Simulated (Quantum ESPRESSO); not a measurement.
# One change at a time to In2Ir3Mo2Ta

All numbers below are calculated, not measured. They come from Quantum ESPRESSO 7.5, a public plane-wave density functional program. Each row is one single-point run on a made-up periodic cell of eight metal atoms, with elements, volume, strain and displacements drawn at random and not relaxed, so a cell may be unstable or far from any real phase. There is no spin polarisation or spin-orbit coupling.

Settings: PBE unless stated; PseudoDojo standard norm-conserving files; Fermi-Dirac width 0.25 eV, which means electrons at about 2900 K; cutoff 1088 eV; 5 x 5 x 5 k mesh shifted half a step off Gamma. E is the free energy of the whole cell (internal energy minus TS), so a -TS column is already part of it. Stress is positive in tension, and the pressure P is minus a third of its trace.

Checks: one run of this series was repeated at a higher cutoff and on a denser mesh, which moved values by no more than 0.002 eV, 0.03 GPa and 0.011 eV/Å, and a second program with other atomic files agreed on it to 2 % rms in force and 0.5 GPa in pressure. Known limits: heavy elements are run without spin-orbit coupling, which real alloys of them have; a spin test at this wide smearing found no moment, but such smearing suppresses magnetism that the real alloy may have.

The lattice is hexagonal close-packed, and the cell vectors in Å are (-0.021, 4.977, 0.096); (2.793, 0.079, 4.752); (2.876, -0.104, -4.802), a volume of 134.69 Å³ in run 1. The elements on sites 1 to 8 are Ir Ir Ir In Ta Mo In Mo. Each later run makes one change to run 1 and keeps the rest. E is counted from run 1, and is n/a where other atomic files have another zero of energy.

| run | change | V (Å³) | P (GPa) | -TS (eV) | rms force (eV/Å) | largest change of a force component (eV/Å) | E (eV) |
|---|---|---|---|---|---|---|---|
| 1 | none | 134.69 | 3.45 | -1.391 | 1.431 | 0.000 | 0.000 |
| 2 | sites 3 and 5 exchanged | 134.69 | 4.91 | -1.638 | 1.369 | 0.993 | 1.055 |
| 3 | all lengths scaled by -1.08 % | 130.37 | 11.26 | -1.330 | 1.631 | 0.613 | ? |
| 4 | LDA in place of PBE | 134.69 | -9.12 | -1.401 | 1.278 | 0.455 | n/a |
| 5 | Al on site 6 | 134.69 | 2.77 | -1.305 | 1.378 | 0.335 | n/a |
| 6 | site 7 moved by -0.06 Å along y | 134.69 | 3.30 | -1.396 | 1.423 | 0.563 | 0.001 |

## Worked estimate

Along a uniform scaling dE = -P dV. The mean of the two pressures is 7.355 GPa and the volume changes by -4.32 Å³, with 160.2 GPa to one eV/Å³. The same two rows give -V dP/dV = 240 GPa for this cell with clamped atoms, which is not the bulk modulus of a real alloy.

## Withheld value

Question: what E should run 3 give?

The estimate is 0.198 eV. The calculation gave 0.197 eV.
